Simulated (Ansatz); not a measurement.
SiO2:
```cif
data_O8Si4
_chemical_formula_sum 'Si4 O8'
_space_group_name_H-M_alt 'P 1'
_space_group_IT_number 1
_cell_length_a 5.02806
_cell_length_b 5.02806
_cell_length_c 7.00967
_cell_angle_alpha 90.000
_cell_angle_beta 90.000
_cell_angle_gamma 90.000
loop_
_space_group_symop_operation_xyz
  'x, y, z'
loop_
_atom_site_label
_atom_site_type_symbol
_atom_site_fract_x
_atom_site_fract_y
_atom_site_fract_z
_atom_site_occupancy
Si1 Si 0.70192 0.70192 0.50000 1
Si2 Si 0.79808 0.20192 0.75000 1
Si3 Si 0.29808 0.29808 0.00000 1
Si4 Si 0.20192 0.79808 0.25000 1
O1 O 0.89804 0.76042 0.32164 1
O2 O 0.73958 0.39804 0.57164 1
O3 O 0.10196 0.23958 0.82164 1
O4 O 0.26042 0.60196 0.07164 1
O5 O 0.39804 0.73958 0.42836 1
O6 O 0.23958 0.10196 0.17836 1
O7 O 0.60196 0.26042 0.92836 1
O8 O 0.76042 0.89804 0.67836 1
```

Relaxed with PBEsol.

Question: Give the optical modes at the zone centre with their infrared activity from DFPT, PBEsol (plane waves, PAW; program Ansatz).

Answer: Transverse frequencies, without the LO–TO term; a row sums one degenerate level.

| ω (cm⁻¹) | degeneracy | IR ((D/Å)²/amu) | activity | symmetry |
|---|---|---|---|---|
| 38 | 1 | 0.00 | IR-inactive | B1 |
| 111 | 1 | 0.00 | IR-inactive | B1 |
| 138 | 2 | 0.25 | IR | E |
| 215 | 1 | 0.00 | IR-inactive | A1 |
| 255 | 2 | 0.16 | IR | E |
| 268 | 1 | 0.00 | IR-inactive | B2 |
| 279 | 1 | 1.73 | IR | A2 |
| 344 | 1 | 0.00 | IR-inactive | A1 |
| 358 | 1 | 0.00 | IR-inactive | B1 |
| 361 | 2 | 3.71 | IR | E |
| 392 | 1 | 0.00 | IR-inactive | A1 |
| 414 | 1 | 0.00 | IR-inactive | B2 |
| 440 | 2 | 28.98 | IR | E |
| 463 | 1 | 11.63 | IR | A2 |
| 594 | 2 | 3.60 | IR | E |
| 764 | 1 | 0.00 | IR-inactive | B1 |
| 765 | 1 | 0.00 | IR-inactive | B2 |
| 766 | 1 | 6.89 | IR | A2 |
| 772 | 2 | 0.04 | IR | E |
| 1058 | 1 | 0.00 | IR-inactive | A1 |
| 1061 | 2 | 119.91 | IR | E |
| 1062 | 1 | 0.00 | IR-inactive | B1 |
| 1064 | 1 | 57.13 | IR | A2 |
| 1111 | 1 | 0.00 | IR-inactive | B2 |
| 1177 | 2 | 1.94 | IR | E |

Question: How high does the top mode go among those that the LO–TO term moves?

Answer: 1219 cm⁻¹ for q along x, 1219 cm⁻¹ for q along y, 1212 cm⁻¹ for q along z.

Space group P4_12_12. Symmetry was held in the PBEsol relaxation.

Potentials: the earlier of the program's two PAW sets. The files were generated under PBE; for other functionals the program regenerates the frozen cores, and for LDA and PBEsol the local potential too.
